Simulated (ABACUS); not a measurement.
Band structure of TePb (Fm-3m, 2 atoms in the cell; from Materials Project mp-19717).

```yaml
crystal:
  lattice:
    - [0.00000, 3.27089, 3.27089]
    - [3.27089, 0.00000, 3.27089]
    - [3.27089, 3.27089, 0.00000]
  atoms:
    - { symbol: Te, position: [0.00000, 0.00000, 0.00000] }
    - { symbol: Pb, position: [0.50000, 0.50000, 0.50000] }
```

All values come from this method and carry its errors: PBE, PseudoDojo 0.5 standard norm-conserving PBE (tails mended) pseudopotentials (plane waves; ABACUS).

Settings: KPT = Gamma 5 5 5 0 0 0; basis_type = pw; ecutwfc = 82.3 Ry; smearing_method = gaussian; smearing_sigma = 0.00146997 Ry; potentials = PseudoDojo 0.5 standard norm-conserving PBE (tails mended); symmetry = 1; symmetry_prec = 1e-05; nbands = 27; ks_solver = dav_subspace; scf_nmax = 100; scf_thr = 1.0e-09 Ry; mixing_type = broyden.

Spin-orbit coupling is left out, which matters for bands and gaps with elements this heavy. The structure comes from a collection of computed structures, made at another level of theory; the collection holds predicted forms beside known ones.

Question: Predict the gap along the standard path and the places of the band edges.

Answer: The gap along the path is 0.81 eV, direct at L to within 0.01 eV.

Points are given in units of this cell's reciprocal vectors. Levels in eV from the top of the valence band on the path, bands 12 to 19:
| point | 12 | 13 | 14 | 15 | 16 | 17 | 18 | 19 |
|---|---|---|---|---|---|---|---|---|
| Γ (0 0 0) | -5.69 | -1.20 | -1.20 | -1.20 | 4.04 | 4.04 | 4.04 | 5.92 |
| X (0.5 0 0.5) | -7.23 | -4.20 | -2.58 | -2.58 | 3.47 | 5.34 | 5.34 | 6.49 |
| W (0.5 0.25 0.75) | -7.85 | -3.52 | -3.52 | -0.30 | 1.71 | 5.22 | 5.22 | 6.78 |
| K (0.375 0.375 0.75) | -7.83 | -3.84 | -2.10 | -1.93 | 3.55 | 3.74 | 5.20 | 5.81 |
| L (0.5 0.5 0.5) | -8.39 | -0.77 | -0.77 | 0.00 | 0.81 | 1.37 | 1.37 | 8.35 |
| U (0.625 0.25 0.625) | -7.83 | -3.84 | -2.10 | -1.93 | 3.55 | 3.74 | 5.20 | 5.81 |

“Tails mended”: in these copies of the files the far tail of each local potential was reset to the Coulomb form.
